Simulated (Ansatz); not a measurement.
AlN (zinc blende, space group No. 216) at seven volumes, LDA (plane waves, PAW; program Ansatz), scaled uniformly. One row is withheld.

```json
[
 {"V (Å³/atom)": "9.313", "P (GPa)": "23.76"},
 {"V (Å³/atom)": "9.620", "P (GPa)": "14.65"},
 {"V (Å³/atom)": "9.927", "P (GPa)": "6.79"},
 {"V (Å³/atom)": "10.234", "P (GPa)": "0.00"},
 {"V (Å³/atom)": "10.541", "P (GPa)": "?"},
 {"V (Å³/atom)": "10.848", "P (GPa)": "-10.93"},
 {"V (Å³/atom)": "11.155", "P (GPa)": "-15.31"}
]
```

Problem. Fit the shown pressures and predict the withheld one.

Solution. P = (3/2)B₀(x^(7/2) − x^(5/2))[1 + (3/4)(B′ − 4)(x − 1)] with x = (V₀/V)^(2/3). Least squares on the six rows gives V₀ = 10.234 Å³/atom, B₀ = 210 GPa, B′ = 3.87. At V = 10.541, x = 0.9805 and P = -5.86 GPa. The run itself gave -5.86 GPa.

Space group F-43m (zinc blende). Symmetry was held in the LDA relaxation; phonons on a q-mesh show no instability.

Potentials: the later of the program's two PAW sets.
